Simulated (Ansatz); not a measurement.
Relaxed candidate structures of Ru:

A. P6/mmm (No. 191), hP2; a = 2.6175 Å, b = 2.6175 Å, c = 5.0533 Å, α = 90.00°, β = 90.00°, γ = 120.00°; Ru 2e (0.000, 0.000, 0.224)

B. Ia-3 (No. 206), cI16, AFLOW prototype A_cI16_206_c (as in Si); a = b = c = 6.4554 Å, α = β = γ = 90.00°; Ru 16c (0.129, 0.129, 0.129)

C. Im-3m (No. 229), cI2, bcc (W type); a = b = c = 3.018 Å, α = β = γ = 90.00°; Ru 2a (0.000, 0.000, 0.000)

D. P6₃/mmc (No. 194), hP2, hcp (Mg type); a = 2.6919 Å, b = 2.6919 Å, c = 4.2457 Å, α = 90.00°, β = 90.00°, γ = 120.00°; Ru 2c (0.333, 0.667, 0.250)

E. Fd-3m, origin choice 1 (No. 227), cF8, diamond type; a = 5.390 Å, b = 5.390 Å, c = 5.390 Å, α = 90.00°, β = 90.00°, γ = 90.00°; Ru 8a (0.000, 0.000, 0.000)

Task: Order them by energy per atom (lowest first) at the level PBEsol (plane waves to 420 eV, PAW, scalar-relativistic; Ansatz, a program for electronic structure).

Result: D (reference, the lowest of the structures calculated here), C (+0.66 eV/atom), A (+0.89 eV/atom), B (+1.23 eV/atom), E (+1.37 eV/atom)

Probably no minimum, since a slightly shaken restart fell lower: P6/mmm, hP2 (by 0.83 eV/atom, to R-3m). Each run could gain symmetry but not lose that of its start, so entries can be saddle points. From databases, or of a type measured for this composition: P6₃/mmc, hP2, hcp (Mg type); the others are generated cells (placed on structure types, drawn at random, substituted or restacked) that were not matched to a known phase here. Static energies at zero pressure. Each cell has its own k-point mesh; energy differences are given only to the digits this allows. No spin polarisation in the result.
